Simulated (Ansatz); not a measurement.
Barrier of one jump, Li in Bi₂Se₃

The calculation used DFT PBEsol, scalar-relativistic, plane waves, PAW in Ansatz. Run with 420 eV cutoff, 3×3×3 k-mesh, Gaussian smearing of 0.10 eV, no spin polarisation.

Host crystal, relaxed:

```yaml
crystal:
  lattice:
    - [2.06513, 1.19230, 9.53628]
    - [-2.06513, 1.19230, 9.53628]
    - [0.00000, -2.38461, 9.53628]
  atoms:
    - { symbol: Bi, position: [0.40025, 0.40025, 0.40025] }
    - { symbol: Bi, position: [0.59975, 0.59975, 0.59975] }
    - { symbol: Se, position: [0.00000, 0.00000, 0.00000] }
    - { symbol: Se, position: [0.21162, 0.21162, 0.21162] }
    - { symbol: Se, position: [0.78838, 0.78838, 0.78838] }
```

In a supercell of 20 host sites, interstitial Li hops to an equivalent place, moving 4.13 Å between the relaxed ends. Climbing-image nudged elastic band at fixed cell with images 0 (start) to 4 (end), the path measured over all atoms, converged to 0.05 eV/Å; the order of the saddle wasn't checked, and the small cell leaves errors of about a tenth of an eV.

Supercell rows in host cell vectors: -2 2 0; 0 2 -2; -1 1 -1. Li was set at (0.500, 0.500, 0.500) of the host cell.

At the relaxed start Li has 4 Se at 2.71 Å, 2 Se at 2.72 Å, 2 Bi at 3.02 Å.

A cell with an odd number of electrons and no spin polarisation is a metal by construction and may be lower with spin. Spin-orbit coupling is left out, which matters for the bands and energies of heavy elements.

(1) How high is the barrier, and where does the atom pass?

## Answers

(1) 0.41 eV at image 1, where Li has 1 Se at 2.30 Å, 2 Se at 2.40 Å, 1 Bi at 2.99 Å.

Cost: 1 run of about 95 core-minutes, on Intel Xeon Platinum 8375C (Ice Lake) (shared hosts).